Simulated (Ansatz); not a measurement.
Born–Oppenheimer molecular dynamics of a 14-atom Ba₃Ca₄O₇ cell at 16.53 Å³/atom, computed with Ansatz: Langevin thermostat at 2450 K, 250 steps of 2.0 fs, friction 0.03 1/fs. The run is short and the cell small, so it isn't an equilibrium average.

```yaml
crystal:
  lattice:
    - [6.142269, 0.046355, 0.204695]
    - [0.046355, 6.161809, 0.056051]
    - [0.204695, 0.056051, 6.120505]
  atoms:
    - { symbol: Ba, position: [0.8103303229, 0.858849416, 0.816367272] }
    - { symbol: Ba, position: [0.3118826673, 0.3981429123, 0.5598726717] }
    - { symbol: Ba, position: [0.2530295143, 0.9473798085, 0.3341336478] }
    - { symbol: O, position: [0.0660951102, 0.1945454065, 0.0299052064] }
    - { symbol: O, position: [0.1485954247, 0.5953967415, 0.3289574714] }
    - { symbol: O, position: [0.6327758113, 0.5863192679, 0.1417693282] }
    - { symbol: O, position: [0.927824921, 0.1312331329, 0.5786437797] }
    - { symbol: O, position: [0.5538546167, 0.8376006166, 0.5806175294] }
    - { symbol: O, position: [0.5415168036, 0.1267930875, 0.1366851501] }
    - { symbol: O, position: [0.0865943769, 0.6311629291, 0.7579379076] }
    - { symbol: Ca, position: [0.2867215237, 0.5138548161, 0.0179753596] }
    - { symbol: Ca, position: [0.868650235, 0.3555083767, 0.3212826224] }
    - { symbol: Ca, position: [0.784338579, 0.8834687105, 0.3188991285] }
    - { symbol: Ca, position: [0.3802609944, 0.0114360001, 0.8581965783] }
  symmetry: { detect: false }
basis:
  ecutwfc: 420
  xc_grid: 1
kpoints:
  mp_grid: { grid: [1, 1, 1], shift: [0.0, 0.0, 0.0] }
hamiltonian:
  xc: pbe
scf:
  occupations: { method: fermi_dirac, width: 0.2111 }
  lower_state_search: "off"
  convergence: { dr2_threshold: 1.0e-05 }
output:
  forces: true
  stress: true
md:
  timestep: 2.0
  n_steps: 250
  ensemble: nvt_langevin
  friction: 0.03
  temperature: 2450.0
  initial_velocities: maxwell_boltzmann
  seed: 78830
```

```bash
ansatz run input.yaml --threads 2 --pin off --max-ram 5120MiB --backend cpu --events-out ev --progress --plain --runs-dir out
```

Method: DFT PBE, scalar-relativistic, plane waves, PAW (Ansatz).

6 frames, positions in Å (not wrapped into the cell) and forces in eV/Å:

```xyz
14
Lattice="6.142 0.046 0.205 0.046 6.162 0.056 0.205 0.056 6.121" Properties=species:S:1:pos:R:3:forces:R:3 pbc="T T T" time_fs=0.0 temperature_K=2275 free_energy_over_first_frame_eV=0.000
Ba    5.184    5.375    5.211    1.210    0.330    4.070
Ba    2.049    2.499    3.513    1.580    0.200   -0.040
Ba    1.666    5.868    2.150    0.340    0.430    0.770
O     0.421    1.203    0.207    1.420   -0.550    0.650
O     1.008    3.694    2.077   -2.120   -0.400   -1.580
O     3.943    3.650    1.030   -0.420    0.940    0.630
O     5.823    0.884    3.739    0.960    0.540   -2.030
O     3.560    5.219    3.714   -2.340   -0.240   -1.140
O     3.360    0.814    0.955    0.650   -0.540    0.200
O     0.716    3.936    4.692    2.160    0.110    1.120
Ca    1.789    3.181    0.198    0.730   -1.610    0.770
Ca    5.418    2.249    2.164   -1.740    0.990   -2.710
Ca    4.924    5.498    2.162   -1.110   -0.290   -1.540
Ca    2.512    0.136    5.331   -1.350    0.080    0.820
14
Lattice="6.142 0.046 0.205 0.046 6.162 0.056 0.205 0.056 6.121" Properties=species:S:1:pos:R:3:forces:R:3 pbc="T T T" time_fs=100.0 temperature_K=1271 free_energy_over_first_frame_eV=-2.053
Ba    5.354    5.219    5.222    0.930    1.120    0.340
Ba    1.634    2.396    3.903    3.360    1.340    0.130
Ba    1.668    5.715    2.161    4.200    2.130   -1.270
O     0.337    1.175    0.134    1.840   -0.330    0.450
O     0.495    3.990    2.485   -1.640   -2.290   -0.070
O     4.030    4.306    1.494   -1.840   -1.020   -1.210
O     6.342    1.085    3.559   -3.140   -2.350   -1.330
O     3.595    6.421    3.736    0.520   -0.150   -2.060
O     3.747    0.956    0.638   -1.220    0.740   -0.030
O     1.525    4.189    5.312   -0.030    0.270    1.920
Ca    2.006    2.528    0.670    0.910    0.620    0.580
Ca    5.274    2.667    1.705   -1.060   -2.010   -0.160
Ca    5.054    5.948    2.171   -1.450    1.200   -0.300
Ca    2.578   -0.183    5.281   -1.400    0.730    3.010
14
Lattice="6.142 0.046 0.205 0.046 6.162 0.056 0.205 0.056 6.121" Properties=species:S:1:pos:R:3:forces:R:3 pbc="T T T" time_fs=200.0 temperature_K=2215 free_energy_over_first_frame_eV=-1.847
Ba    5.525    5.538    4.833   -0.270   -2.150    3.280
Ba    1.891    2.196    4.161   -0.830    1.200   -0.810
Ba    1.464    5.767    1.607    0.410   -1.320    3.570
O     0.579    1.102   -0.026   -0.820    0.030   -1.060
O     0.189    4.068    2.788   -0.300   -1.870   -0.490
O     3.504    3.663    1.435    0.180    4.030    0.370
O     5.776    0.757    3.289    1.560    2.980   -2.530
O     3.270    5.977    3.423   -0.590    0.010    0.010
O     3.326    1.053    0.850    1.000   -0.860   -0.870
O     1.819    3.936    5.563   -0.740    0.950    0.650
Ca    1.826    2.654    1.230   -1.310   -0.410   -1.230
Ca    4.964    2.548    1.970    1.900   -2.700   -0.090
Ca    4.645    5.603    1.902   -0.730    0.410   -0.630
Ca    2.603   -0.338    5.265    0.550   -0.280   -0.170
14
Lattice="6.142 0.046 0.205 0.046 6.162 0.056 0.205 0.056 6.121" Properties=species:S:1:pos:R:3:forces:R:3 pbc="T T T" time_fs=300.0 temperature_K=2241 free_energy_over_first_frame_eV=-1.204
Ba    5.948    5.860    4.638   -0.670   -0.050   -0.410
Ba    1.713    2.663    4.220    0.830   -2.040    1.270
Ba    2.034    5.482    1.657   -1.820    0.710    1.050
O     0.795    0.378   -0.028   -0.760    2.470   -1.620
O     0.330    3.664    2.743   -1.210    0.990   -0.910
O     3.468    3.774    2.105    1.520   -1.820   -0.040
O     6.740    1.149    2.697   -1.820   -0.810    1.400
O     3.606    6.343    3.358    1.370    1.560   -0.950
O     3.680    0.642    0.326    0.940    0.160   -0.350
O     1.162    4.163    5.800    0.300   -1.880    0.560
Ca    1.795    2.439    1.439   -0.820    0.360   -2.760
Ca    4.778    2.148    2.001    1.230    0.180    0.330
Ca    5.072    5.621    1.564    1.110   -1.220    0.930
Ca    2.959   -0.835    4.914   -0.210    1.390    1.490
14
Lattice="6.142 0.046 0.205 0.046 6.162 0.056 0.205 0.056 6.121" Properties=species:S:1:pos:R:3:forces:R:3 pbc="T T T" time_fs=400.0 temperature_K=1883 free_energy_over_first_frame_eV=-1.134
Ba    5.632    5.660    4.957    1.670   -0.300    0.730
Ba    1.890    2.176    4.372    0.180    3.620    1.170
Ba    2.110    5.524    1.811    3.040    1.030    0.940
O     0.656    0.847    0.360   -0.300    0.240   -2.160
O     0.626    4.215    3.096   -1.150   -0.610    1.670
O     3.943    4.226    1.142    1.070   -1.920    0.250
O     6.855    1.430    3.041   -0.750   -1.530   -0.310
O     3.901    6.748    3.744    0.340    0.360   -2.600
O     3.716    0.878    0.481   -0.050    0.720   -0.060
O     1.245    4.094    6.502   -0.900   -0.220   -1.940
Ca    2.035    2.360    1.127    0.840    0.120    0.760
Ca    5.225    2.143    1.851   -0.940    0.790   -1.190
Ca    5.608    5.401    1.744   -1.730   -0.530   -0.110
Ca    2.761   -0.360    4.990   -1.330   -1.760    2.860
14
Lattice="6.142 0.046 0.205 0.046 6.162 0.056 0.205 0.056 6.121" Properties=species:S:1:pos:R:3:forces:R:3 pbc="T T T" time_fs=500.0 temperature_K=2989 free_energy_over_first_frame_eV=-1.222
Ba    5.754    5.438    4.871   -0.420    0.670    0.320
Ba    1.984    2.141    4.105    0.360    0.520    2.440
Ba    2.117    5.411    2.027   -3.140   -0.140   -0.720
O     0.678    0.838    0.224   -0.490   -0.760   -0.270
O     0.783    3.727    3.350   -0.610    3.700   -1.630
O     3.699    4.477    0.491    1.440   -1.810    1.240
O     6.273    1.509    3.113   -0.600   -2.630   -1.420
O     3.344    6.258    3.502    3.220   -0.250    1.290
O     3.513    1.164    0.298    0.710    0.890    1.070
O     0.685    3.893    6.381    0.120    0.750    0.440
Ca    1.966    2.476    1.156   -0.750   -0.410   -0.780
Ca    5.205    2.388    1.166    0.190   -0.560   -0.240
Ca    5.286    5.523    1.856    0.330    0.610   -0.820
Ca    2.638   -0.296    5.475   -0.370   -0.570   -0.920
```

Over the second half the temperature averages 2478 K and the pressure (kinetic part included, positive in compression) 18.9 GPa. Mean square displacements at the end: Ba 0.42 Å², Ca 0.77 Å², O 1.17 Å² (from the start of this run, the atoms' common shift taken off).

One k point is coarse for so small a cell, so forces and above all the pressure are rough.

Time: 3 min on 2 threads of Arm Neoverse V1, on a shared host, peak memory 0.37 GiB.